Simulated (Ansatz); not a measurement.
NbSi (CsCl type, Pm-3m) under volume change, PBE in the plane-wave PAW code Ansatz, scaled uniformly.

```tsv
V (Å³/atom)	E − E(relaxed) (meV/atom)	P (GPa)
14.298	79.2	19.36
14.769	33.4	11.93
15.241	7.9	5.55
15.712	0.0	-0.01
16.183	7.2	-4.76
16.655	…	…
17.126	…	…
```

Q: Complete the blanks.

A: 
- 17.126, E − E(relaxed) (meV/atom): 58.2
- 17.126, P (GPa): -12.14
- 16.655, E − E(relaxed) (meV/atom): 27.3
- 16.655, P (GPa): -8.77

Q: What does a third-order Birch–Murnaghan fit give for V₀, B₀ and B′?

A: V₀ = 15.71 Å³/atom, B₀ = 169 GPa, B′ = 4.1.

A made-up cell: these elements were put on the sites of a structure type; neither database checked (COD, Materials Project) lists it. Its standing as an ambient phase is unchecked. The cell was relaxed with PBE under the symmetry of its start; its stability against distortions is not shown here. The run is not spin-polarised.

Potentials: the later of the program's two PAW sets.
